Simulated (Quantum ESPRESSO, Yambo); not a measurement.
For CaHBr (space group P4/nmm, No. 129), Yambo gives the independent-particle static dielectric constant along x as 4.52 on PBEsol bands and 3.67 after a scissor of 2.43 eV widens every gap (6×6×4 mesh, 89 bands, 3 Ry local-field block, 0.2 eV broadening). Axes are Cartesian, with cell vectors (Å) (3.82, 0.00, 0.00), (0.00, 3.82, 0.00), (0.00, 0.00, 7.77).

Problem. A scissor keeps the position matrix elements. In a one-oscillator model, how does ε − 1 scale, and what mean transition energy do the two values imply?

Solution. Each transition adds |r|²/E to ε − 1, so ε − 1 ∝ 1/(E0 + Δ). Then (3.67 − 1)/(4.52 − 1) = E0/(E0 + Δ) = 0.759, and E0 = Δ(ε' − 1)/(ε − ε') = 7.6 eV. The computed Im ε, weighted by 1/E up to 20 eV, has its mean at 7.7 eV; the smallest direct PBEsol gap is 3.75 eV. The scissor comes from a G0W0 run whose convergence isn't established. Convergence of the RPA response with its 6×6×4 mesh was not tested.

Bands from Quantum ESPRESSO.

Spin-orbit coupling is not included.

Geometry relaxed with PBE+D3(BJ); primitive cell a = b = 3.822 Å, c = 7.774 Å, α = β = γ = 90.00°.
